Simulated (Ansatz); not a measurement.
ScAl3:
```cif
data_Al3Sc
_chemical_formula_sum 'Al3 Sc1'
_space_group_name_H-M_alt 'P 1'
_space_group_IT_number 1
_cell_length_a 4.08553
_cell_length_b 4.08553
_cell_length_c 4.08553
_cell_angle_alpha 90.000
_cell_angle_beta 90.000
_cell_angle_gamma 90.000
loop_
_space_group_symop_operation_xyz
  'x, y, z'
loop_
_atom_site_label
_atom_site_type_symbol
_atom_site_fract_x
_atom_site_fract_y
_atom_site_fract_z
_atom_site_occupancy
Al1 Al 0.00000 0.50000 0.50000 1
Al2 Al 0.50000 0.50000 0.00000 1
Al3 Al 0.50000 0.00000 0.50000 1
Sc1 Sc 0.00000 0.00000 0.00000 1
```

Relaxed with r²SCAN.

Task: Tabulate the valence density and the electron localisation function along the shortest Al–Al contact (2.89 Å), the program Ansatz at the r²SCAN level (PAW).

Result: 

```csv
distance from Al (Å),density (e/Å³),ELF
0.29,0.06,0.10
0.43,0.08,0.02
0.58,0.12,0.08
0.72,0.17,0.32
0.87,0.21,0.56
1.01,0.22,0.67
1.16,0.22,0.70
1.30,0.21,0.70
1.44,0.21,0.70
1.59,0.21,0.70
1.73,0.22,0.70
1.88,0.22,0.67
2.02,0.21,0.56
2.17,0.17,0.32
2.31,0.12,0.08
2.46,0.08,0.02
2.60,0.06,0.10
```

The density is the valence pseudo-density with augmentation charge, so density and ELF within about 1 Å of a nucleus are not all-electron values.

Space group Pm-3m (Cu3Au type). The cell was relaxed with r²SCAN under the symmetry of its start; of distortions, only those at the zone centre were tested. The run is not spin-polarised.

Potentials: the later of the program's two PAW sets.
